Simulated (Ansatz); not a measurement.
Here is an unrelaxed guess for Si2Br3.

```cif
data_structure
_symmetry_space_group_name_H-M 'P 1'
_symmetry_Int_Tables_number 1
_cell_length_a 6.3856
_cell_length_b 6.3856
_cell_length_c 6.3856
_cell_angle_alpha 126.339
_cell_angle_beta 126.339
_cell_angle_gamma 79.332
_cell_volume 163.33
loop_
_atom_site_label
_atom_site_type_symbol
_atom_site_fract_x
_atom_site_fract_y
_atom_site_fract_z
_atom_site_occupancy
Si1 Si 0.78184 0.78184 0.00000 1
Si2 Si 0.21816 0.21816 0.00000 1
Br1 Br 0.50000 0.00000 0.50000 1
Br2 Br 0.00000 0.50000 0.50000 1
Br3 Br 0.50000 0.50000 0.00000 1
```

Method: Ansatz 0.2.0, DFT PBE, scalar-relativistic, plane waves, PAW. Settings: cutoff 420 eV, Γ-centred mesh 4×4×4 on the computed 5-atom cell, Gaussian smearing of 0.10 eV; no spin polarisation.

The zero of energy is the elements' standard structures at the same level; no fitted shifts are applied. The references include crystalline Br.

Q: What does a single point on this coarse mesh give?

A: The pressure is -1.7 GPa (the mean over three directions, positive in compression), the largest force is 0.20 eV/Å, and the energy is +1.07 eV/atom against the elements. The shortest distance is 2.77 Å.

Q: How much does it gain on relaxing, and where does it end?

A: Relaxing gains about 0.43 eV/atom (the start's value is from the coarse mesh, so the gain is rough) in 21 ionic steps and ends at +0.64 eV/atom on the finer mesh. The symmetry stays I4/mmm (No. 139). The volume per atom shrinks by 8.4 %, from 32.7 to 29.9 Å³. The shortest distance goes from 2.77 Å (Si–Br) to 2.33 Å (Si–Si). The ratio c/a of the conventional cell changes by a factor of 0.68. Conventional cell: a = 6.375 Å, c = 7.365 Å. Around Si lie 1 Si at 2.33 Å, 1 Br at 2.52 Å, 4 Br at 3.39 Å and 4 Br at 4.06 Å; Br on a site of symmetry mmm is surrounded by 2 Br at 3.19 Å, 4 Si at 3.39 Å, 2 Br at 3.68 Å and 4 Si at 4.06 Å; Br on a site of symmetry 4/mmm is surrounded by 2 Si at 2.52 Å and 4 Br at 3.19 Å.

The last run used an 8×8×8 mesh for its 5-atom cell and Gaussian smearing of 0.10 eV. No dispersion correction is applied, so the spacing and binding between layers, chains or molecules are poorly described. An odd number of electrons in the primitive cell allows no gap without spin; a larger cell or a magnetic state could open one. The cell is a metal run without spin; a magnetic state may lie lower. The reference form of Br is held partly by dispersion forces, which this level lacks. The relaxation can't lower the symmetry of the start. A structure relaxed within its symmetry needn't be a true minimum. Another cell of Si2Br3 relaxed alike, in P-3m1, lies 0.51 eV/atom lower, so this cell isn't the stable form at this level.
